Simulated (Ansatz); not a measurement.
Input:

WC:
```cif
data_C4W4
_chemical_formula_sum 'W4 C4'
_space_group_name_H-M_alt 'Fm-3m'
_space_group_IT_number 225
_space_group_name_Hall '-F 4 2 3'
_cell_length_a 4.36547
_cell_length_b 4.36547
_cell_length_c 4.36547
_cell_angle_alpha 90.000
_cell_angle_beta 90.000
_cell_angle_gamma 90.000
loop_
_atom_site_label
_atom_site_type_symbol
_atom_site_symmetry_multiplicity
_atom_site_Wyckoff_symbol
_atom_site_fract_x
_atom_site_fract_y
_atom_site_fract_z
_atom_site_occupancy
W1 W 4 a 0.00000 0.00000 0.00000 1
C1 C 4 b 0.50000 0.50000 0.50000 1
```
(The calculation used a cell of 2 atoms; values per cell refer to that cell.)

This is the r²SCAN-relaxed structure.

### Question
All from plane-wave PAW r²SCAN (Ansatz code), unless another level is named. Give the highest zone-centre frequency.

### Answer
372 cm⁻¹.

### Question
Next, the Hill bulk and shear moduli?

### Answer
382 and 180 GPa.

### Question
Give the elastic constants (relaxed ions, GPa).

### Answer
C11 = 769, C12 = 189, C44 = 129.

The first step of the workflow began from a Materials Project structure, measured or hypothetical; the Crystallography Open Database copy checked does not list it. It is not the phase usual at ambient conditions (space group No. 187). The r²SCAN relaxation kept the symmetry of its start; its stability against distortions is not shown here. No spin polarisation was allowed. Its formation energy is positive at this level, so the cell may be metastable or incomplete. As this level gives no gap, shear constants depend on the k-mesh and smearing (Fermi–Dirac, 0.1 eV here). As this level gives no gap, phonon frequencies hold no LO–TO term and depend on the k-mesh and smearing (Fermi–Dirac, 0.1 eV here). Scalar-relativistic: spin–orbit coupling is off unless named, which matters more the heavier the elements.

Potentials: the earlier of the program's two PAW sets.
